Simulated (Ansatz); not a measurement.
Input:

GaCuBr4:
```yaml
crystal:
  lattice:
    - [5.99471, 0.00000, 0.00000]
    - [0.00000, 5.99471, 0.00000]
    - [0.00000, 0.00000, 10.56195]
  atoms:
    - { symbol: Ga, position: [0.00000, 0.50000, 0.25000] }
    - { symbol: Ga, position: [0.50000, 0.00000, 0.75000] }
    - { symbol: Cu, position: [0.00000, 0.00000, 0.00000] }
    - { symbol: Cu, position: [0.00000, 0.00000, 0.50000] }
    - { symbol: Br, position: [0.22809, 0.27125, 0.12353] }
    - { symbol: Br, position: [0.27125, 0.77191, 0.87647] }
    - { symbol: Br, position: [0.77191, 0.72875, 0.12353] }
    - { symbol: Br, position: [0.72875, 0.22809, 0.87647] }
    - { symbol: Br, position: [0.22809, 0.72875, 0.37647] }
    - { symbol: Br, position: [0.27125, 0.22809, 0.62353] }
    - { symbol: Br, position: [0.77191, 0.27125, 0.37647] }
    - { symbol: Br, position: [0.72875, 0.77191, 0.62353] }
```

This is the HSE06-relaxed structure.

Problem. All from HSE06 in the plane-wave PAW code Ansatz, unless another level is named. Estimate the smallest direct gap on the standard path.

Solution. 3.39 eV.

Problem. And the band gap?

Solution. 3.34 eV (indirect).

Problem. What about the conduction-band minimum?

Solution. at Γ.

Problem. Next, the valence-band maximum?

Solution. at M.

Space group P-42c. The workflow started from a Materials Project entry (that database holds measured and hypothetical structures alike); the Crystallography Open Database copy checked does not list it. Whether it is the stable phase at ambient conditions was not checked. The HSE06 relaxation kept the symmetry of its start; whether a distortion lowers the energy is not shown. No spin polarisation was allowed. The hybrid was solved on a coarse mesh, the path and, where they were found, the r²SCAN edge points; its band edges are the extreme levels among these. Spin–orbit coupling is left out wherever it is not named.

Potentials: the later of the program's two PAW sets.
